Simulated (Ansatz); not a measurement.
BiTe: stationary points along a deformation path

These are results of DFT r2SCAN, scalar-relativistic, plane waves, PAW in Ansatz, not measurements. Settings: plane waves to 500 eV, k-mesh 14×14×14 (Γ-centred), Gaussian smearing 0.15 eV. Spin–orbit coupling is left out, which can shift energies with elements as heavy as these. No spin polarisation. Energies are free energies at this smearing, counted from the undisturbed cell; pressure is positive in compression.

The starting cell (as given, not relaxed at this level; it stands at 0.0 GPa, and it needn't be the usual structure):

```
Bi Te
1.0
     0.00000    3.23500    3.23500
     3.23500    0.00000    3.23500
     3.23500    3.23500    0.00000
Bi Te
1 1
Direct
  0.00000 0.00000 0.00000
  0.50000 0.50000 0.50000
```

At fixed volume and fractional coordinates, lengths along (0.577, 0.577, 0.577) are scaled against those across it; ρ is that ratio over its starting value. V = 33.855 Å³/atom. Δσ is the stress along the axis less the mean stress across it (compression positive).

```csv
ρ,ΔE (meV/atom),Δσ (GPa),space group
0.500,244.2,0.00,Pm-3m
0.600,190.4,4.63,R-3m
0.710,56.5,4.71,R-3m
0.850,-2.5,0.10,R-3m
0.930,0.0,-0.09,R-3m
1.000,0.0,0.00,Fm-3m
1.080,0.7,-0.06,R-3m
1.200,3.0,-0.51,R-3m
1.410,80.6,-7.15,R-3m
1.700,338.0,-9.32,R-3m
2.000,481.4,-1.18,R-3m
```

Q: How does the stress give the slope of the energy, and where is the energy stationary?

A: Along the path d ln(length) is 2/3 d ln ρ on the axis and −1/3 d ln ρ across it, so dE/d ln ρ = −(2/3) V Δσ: the energy falls with ρ where Δσ is positive. Δσ vanishes or changes sign at ρ = 0.500 (Pm-3m, an end of the scan), at 244.2 meV/atom; between ρ = 0.850 and 0.930, a minimum (near 0.89 by linear interpolation); at ρ = 1.000 (Fm-3m), a stationary point at 0.0 meV/atom. Pairs of stationary points between two samples would go unseen, and could change a minimum read from distant neighbours into a maximum. At ρ = 0.500, 1.000 the cell is cubic, where symmetry alone makes the stress isotropic and the slope zero.

Q: Which shear constant sets the curvature at ρ = 1?

A: For a cubic crystal E/V = (2/3) C (ln ρ)² with C = C44, so Δσ = −2C ln ρ. The parabola of Δσ against ln ρ through ρ = 0.930, 1 and 1.080 gives C ≈ -0.1 GPa with the ions clamped, rough because the steps are large.

Q: Is the start the lowest point of the path?

A: No: ρ = 0.850 lies 2.5 meV/atom lower, with no sampled rise above the start on the way. Volume and inner coordinates are held, so a relaxed structure there would lie lower still.

In a metal these slopes depend on the k mesh and the smearing.